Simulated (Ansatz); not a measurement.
HgTe (zinc blende)

```xyz
2
Lattice="0.0000 3.2867 3.2867 3.2867 0.0000 3.2867 3.2867 3.2867 0.0000" Properties=species:S:1:pos:R:3 pbc="T T T"
Te     4.9301     4.9301     4.9301
Hg     0.0000     0.0000     0.0000
```

This relaxed cell (volume V₀) is scaled evenly in all directions, its shape held. Symmetry pins the atoms to their sites.

All values below come from r2SCAN (plane waves to 500 eV, PAW, scalar-relativistic; Ansatz, an electronic-structure program). k mesh 12×12×12 (Γ-centred), Fermi-Dirac smearing 0.05 eV. Energies are smeared free energies. Stress and pressure are positive under compression. At this level the bands of HgTe touch or barely overlap. HgTe was relaxed with its symmetry unable to fall. Spin-orbit coupling is left out, though Hg and Te are heavy. The PAW data are Ansatz's earlier set. ΔE is measured from the relaxed starting cell. The last digit holds for this mesh only.

```tsv
V (Å³/atom)	ΔE (meV/atom)
31.954	54.8
32.664	33.6
33.375	18.1
34.085	7.7
34.795	1.8
35.505	0.0
36.215	1.7
36.925	withheld
37.635	14.2
38.345	24.3
39.055	36.5
```

Fit a third-order Birch-Murnaghan form (E₀, V₀, B₀, B₀′ free) to the given rows and predict ΔE at V = 36.925.

Least squares on the 10 given rows: ΔE = E₀ + (9V₀B₀/16)·y²·[2 + (B₀′ − 4)y], y = (V₀/V)^(2/3) − 1, with V₀ = 35.505 Å³/atom, B₀ = 39.97 GPa (160.2 GPa = 1 eV/Å³; the term in eV is multiplied by 1000), B₀′ = 5.06, E₀ = 0.00 meV/atom; root-mean-square residual 0.03 meV/atom. At 36.925 the fit gives 6.5 meV/atom; the calculation gives 6.6 meV/atom, so the interpolation is off by -0.1 (-1.5 %). For the pressure the fit gives -1.4 GPa against the computed -1.4 GPa.

(A scan under strain: stresses follow from slopes of the energy per volume, elastic moduli from its curvatures.)
